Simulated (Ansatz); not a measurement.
SiO₂ (alpha-cristobalite type, space group P4_12_12)

```xyz
12
Lattice="5.0845 0.0000 0.0000 0.0000 5.0845 0.0000 0.0000 0.0000 7.1003" Properties=species:S:1:pos:R:3 pbc="T T T"
Si     1.4938     1.4938     0.0000
Si     4.0360     1.0485     5.3253
Si     1.0485     4.0360     1.7751
Si     3.5907     3.5907     3.5502
O      1.2264     0.4745     1.2367
O      3.7687     2.0678     4.0886
O      1.3158     3.0167     0.5384
O      3.8581     4.6100     4.7869
O      4.6100     3.8581     2.3135
O      2.0678     3.7687     3.0118
O      3.0167     1.3158     6.5619
O      0.4745     1.2264     5.8637
```

The slice is a (010) plane (indices of the conventional cell) through the point (0.241, 0.093, 0.174) (fractional), spanned by u = [100] and v = [001] in vectors of this cell: u (5.08 Å) and v (7.10 Å, at 90° to u). It covers one period; positions are fractions (u, v).

All values below come from PBE (plane waves to 420 eV, PAW, scalar-relativistic; Ansatz, a quantum-chemistry and plane-wave program). k mesh 5×5×4. Inside the PAW spheres the values are not all-electron values, and peaks at nuclei hang on which shells count as valence. SiO2 was relaxed with its symmetry unable to fall.

### Question
Sketch the electron localisation function (ELF) on this plane as a map.

### Answer
```tsv
v \ u	0.00	0.14	0.29	0.43	0.57	0.71	0.86
0.90	0.82	0.55	0.06	0.25	0.01	0.04	0.56
0.80	0.17	0.17	0.65	0.70	0.09	0.09	0.14
0.70	0.48	0.13	0.63	0.60	0.14	0.56	0.77
0.60	0.58	0.02	0.11	0.20	0.22	0.40	0.78
0.50	0.19	0.00	0.10	0.62	0.73	0.15	0.21
0.40	0.00	0.00	0.03	0.16	0.24	0.08	0.01
0.30	0.01	0.01	0.01	0.01	0.02	0.01	0.00
0.20	0.13	0.03	0.01	0.00	0.01	0.02	0.04
0.10	0.83	0.64	0.05	0.00	0.02	0.02	0.61
0.00	x	0.82	0.12	0.00	0.00	0.13	0.82
```

Values: electron localisation function (ELF). Points within 0.3 Å of a nucleus are blanked (x), as the pseudised field means little there.
